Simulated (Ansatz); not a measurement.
Li2WS4:
Space group I-42m (No. 121); a = 5.9171 Å, b = 5.9171 Å, c = 8.8753 Å, α = 90.00°, β = 90.00°, γ = 90.00°

| atom | site | symmetry | x | y | z |
|---|---|---|---|---|---|
| Li | 4c | 222. | 0.0000 | 0.5000 | 0.0000 |
| W | 2a | -42m | 0.0000 | 0.0000 | 0.0000 |
| S | 8i | ..m | 0.2161 | 0.2161 | 0.1385 |
(The calculation used a cell of 7 atoms; values per cell refer to that cell.)

This is the LDA-relaxed structure.

Task: All from plane-wave PAW LDA (Ansatz code), unless another level is named. Give the electron effective mass.

Result: 0.39, 0.82, 0.82 mₑ (principal values).

Task: What about the smallest direct gap on the standard path?

Result: 1.90 eV.

Task: What about the hole effective mass with spin–orbit coupling?

Result: 0.74, 1.2, 2.8 mₑ (principal values).

Task: Predict the valence-band maximum.

Result: at X.

The workflow started from a Materials Project entry (that database holds measured and hypothetical structures alike); the Crystallography Open Database copy checked does not list it. Whether it is the stable phase at ambient conditions was not checked. Symmetry was held in the LDA relaxation; its stability against distortions is not shown here. The run is not spin-polarised. A crystal of weakly bound layers computed without a dispersion correction: the cell and the soft elastic constants depend strongly on that. Spin–orbit coupling is left out wherever it is not named.

Potentials: the later of the program's two PAW sets.
